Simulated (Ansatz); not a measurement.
BaCrS$_{2}$ in space group P4/nmm (No. 129; Ba on 2c, Cr on 2c, S on 2a, S on 2c) at seven volumes, DFT-PBEsol in the program Ansatz with PAW potentials, shape and atoms relaxed at each. One row is withheld.

| V (Å³/atom) | P (GPa) |
|---|---|
| 20.638 | 6.68 |
| 21.319 | 4.09 |
| 21.999 | 1.88 |
| 22.680 | 0.00 |
| 23.360 | -1.61 |
| 24.040 | -2.97 |
| 24.721 | ? |

Question: Fit the shown pressures and predict the withheld one.

Answer: Third-order Birch–Murnaghan: P = (3/2)B₀(x^(7/2) − x^(5/2))[1 + (3/4)(B′ − 4)(x − 1)] with x = (V₀/V)^(2/3). Least squares on the six rows gives V₀ = 22.680 Å³/atom, B₀ = 57.83 GPa, B′ = 4.29. At V = 24.721, x = 0.9442 and P = -4.14 GPa. The run itself gave -4.12 GPa.

The workflow started from an entry of the Crystallography Open Database (COD); the relaxed space group is not among those it files for this formula. COD files the formula under space group No. 59. Its standing as an ambient phase is unchecked. Symmetry was held in the PBEsol relaxation, as lowered by the spin order; whether a distortion lowers the energy is not shown. Magnetic state: antiferromagnetic, chosen from 5 collinear starts compared on coarse meshes (ties went to the first, and starts can fall back to one state), not a proven ground state. No Hubbard U is applied. Scalar-relativistic: spin–orbit coupling is off unless named, which matters more the heavier the elements.

Potentials: the later of the program's two PAW sets.
